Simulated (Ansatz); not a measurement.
The start is a relaxed WS2 cell, doubled along one cell vector, shaken by Gaussian noise of σ = 0.08 Å a coordinate. The cell and all atomic positions are relaxed at zero pressure with r2SCAN (plane waves to 500 eV, PAW, scalar-relativistic; Ansatz, a quantum-chemistry and plane-wave program). The first steps use a coarse 2×4×7 k-mesh.

Input geometry:
```
CELL_PARAMETERS angstrom
     11.66262     0.00000     0.00000
      0.00000     5.83131     0.00000
      0.00000     0.00000     3.24704
ATOMIC_POSITIONS crystal
  W  0.25071 0.50919 0.47666
  W  0.76060 0.48323 0.49532
  W  0.99556 0.01562 0.02337
  W  0.50924 0.01325 0.98657
  S  0.39015 0.77352 0.51537
  S  0.89243 0.82066 0.48321
  S  0.15012 0.70701 0.00886
  S  0.64033 0.70907 0.00205
  S  0.35870 0.26751 0.03172
  S  0.84922 0.27311 0.03375
  S  0.10348 0.23412 0.51968
  S  0.61097 0.19289 0.50704
```

Question: What pressure does the first self-consistent step give?

Answer: +3 GPa (positive: the cell is compressed).

Question: What is the largest force in the starting geometry, and on which atom (counted from 1)?

Answer: About 3.6 eV/Å, on W2 (atoms numbered as listed).

Question: How much energy is released per atom?

Answer: 0.15 eV/atom.

Question: How does the volume change?

Answer: -6.2 %, from 18.40 to 17.25 Å³/atom.

Question: Is the parent structure recovered?

Answer: It does not go back: it reaches Pnnm (No. 58), AFLOW prototype AB2_oP6_58_a_g (as in Fe2C), 0.03 eV/atom below the parent.

Question: How do the shortest distances between atoms change?

Answer: The closest pairs of elements (up to four, under 3.6 Å), start → end: S–W 2.19 → 2.38 Å; S–S 3.06 → 3.00 Å; W–W 3.25 → 3.19 Å.

Question: What band gap does the relaxed structure have at this level?

Answer: No gap (metallic).

Question: Write out the relaxed structure.

Answer: 
Space group Pnnm (No. 58); a = 5.412 Å, b = 5.995 Å, c = 3.191 Å, α = β = γ = 90.00°

| atom | site | symmetry | x | y | z |
|---|---|---|---|---|---|
| W | 2c | ..2/m | 0.0000 | 0.5000 | 0.0000 |
| S | 4g | ..m | 0.7824 | 0.1546 | 0.0000 |

Final values are on a 9×8×15 k-mesh of the relaxed cell. No spin polarisation in the result.

The relaxed structure here is a generated cell of WS2: the first start was made by placing the elements on the sites of a structure type, and the end was not matched to a known phase here, so it may be hypothetical. Known forms of WS2 include space group No. 194.
